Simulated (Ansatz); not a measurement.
GaMo3N (anti-perovskite, space group No. 221) at seven volumes, plane-wave PAW PBEsol (Ansatz code), scaled uniformly. One row is withheld.

```csv
V (Å³/atom),P (GPa)
12.199,30.77
12.601,18.81
13.003,8.64
13.405,0.01
13.808,?
14.210,-13.54
14.612,-18.81
```

Q: Fit the shown pressures and predict the withheld one.

A: Third-order Birch–Murnaghan: P = (3/2)B₀(x^(7/2) − x^(5/2))[1 + (3/4)(B′ − 4)(x − 1)] with x = (V₀/V)^(2/3). Least squares on the six rows gives V₀ = 13.406 Å³/atom, B₀ = 264.4 GPa, B′ = 4.44. At V = 13.808, x = 0.9805 and P = -7.32 GPa. The run itself gave -7.32 GPa.

Space group Pm-3m (anti-perovskite). The start of the workflow was typed in or built on a structure type; neither database checked (COD, Materials Project) lists it. Whether it is the stable phase at ambient conditions was not checked. The PBEsol relaxation kept the symmetry of its start; phonons show weakly imaginary modes. The workflow began spin-polarised and lost its moments.

Potentials: the later of the program's two PAW sets.
